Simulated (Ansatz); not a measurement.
**Property card for ScCo3B2**

Theory: Ansatz 0.2.0, DFT r2SCAN, scalar-relativistic, plane waves, PAW.

Settings: cutoff 500 eV, Γ-centred mesh 9×9×12 on the computed 6-atom cell, Gaussian smearing of 0.10 eV; collinear spin from starting moments 0 0.43 0.43 0.43 0 0 μB.

The structure is relaxed at this level of theory with its symmetry kept. Whether it is the stable form of this composition wasn't checked.

The structure is hexagonal, space group P6/mmm (No. 191). Conventional cell: a = 4.917 Å, b = 4.917 Å, c = 2.886 Å, α = 90.00°, β = 90.00°, γ = 120.00°. Sc (site symmetry 6/mmm) is surrounded by 6 B at 2.84 Å and 12 Co at 2.85 Å and 2 Sc at 2.89 Å. Around Co (site symmetry mmm) lie 4 B at 2.02 Å. B (site symmetry -6m2) has 6 Co at 2.02 Å as nearest neighbours.

```json
{
 "Volume per atom": "68.0 bohr³",
 "Generalised Kohn–Sham band gap": "none (metal)",
 "Density of states at the Fermi level": "1.74 states/eV per cell",
 "Löwdin character within 0.5 eV of the Fermi level": "Co 3d 70 %, B 2p 12 %, Sc 3d 10 %",
 "Bader charges (e)": "Sc (1 in the cell) 1.61, Co (3 in the cell) -0.25, B (2 in the cell) -0.43",
 "Total moment": "0.93 μB per cell",
 "Site moments (μB; atoms counted from 1 over the whole cell)": "Sc (atom 1) -0.10, Co (atom 2) 0.39, Co (atom 3) 0.39, Co (atom 4) 0.39"
}
```

The state reached may not be the lowest one. The run saw a state lower than the one given here.

Only this magnetic start was tried.